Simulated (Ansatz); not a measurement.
A crystal relaxed with r2SCAN in the PAW code Ansatz has space group Amm2 (No. 38) and a = 3.894 Å, b = 7.785 Å, c = 11.003 Å.

```tsv
atom	site	x	y	z
P	2a	0.0000	0.5000	0.5000
P	4e	0.5000	0.7499	0.2500
As	2a	0.0000	0.5000	0.0001
Xx	2b	0.5000	0.5000	0.3753
Xx	4d	0.0000	0.7548	0.1271
Xx	2b	0.5000	0.5000	0.8704
```

With r2SCAN the valence top lies at Γ and the conduction bottom at T, 1.67 eV higher; the smallest vertical gap, at Γ, is 1.71 eV. The lowest empty level at Γ lies only 37 meV higher, so the place of the conduction bottom isn't settled. The HSE06 gap is indirect, 2.04 eV (Γ to T), below the direct gap of 2.13 eV at Γ. The PBE gap is direct at Γ: 1.32 eV. Meshes: r2SCAN 6×4×4, HSE06 4×2×2, PBE 6×4×4.

**Question.** Which element is Xx?
A. B
B. In
C. Tl
D. Ga

**Answer.** D. Xx is Ga: Ga4AsP3 as one 8-atom ordering (Amm2) on the zincblende lattice. P is surrounded by 4 Ga at 2.37–2.38 Å; P is surrounded by 4 Ga at 2.36–2.38 Å; As is surrounded by 4 Ga at 2.41–2.43 Å; Ga is surrounded by 4 P at 2.38 Å; Ga is surrounded by 3 P at 2.37 Å and 1 As at 2.43 Å; Ga is surrounded by 2 P at 2.36 Å and 2 As at 2.41 Å.

Spin-unpolarised throughout. Whether this structure exists isn't addressed.

The runs are scalar-relativistic, without spin-orbit coupling.

The meshes of the hybrids are coarse, so their gaps aren't converged to the digits shown.
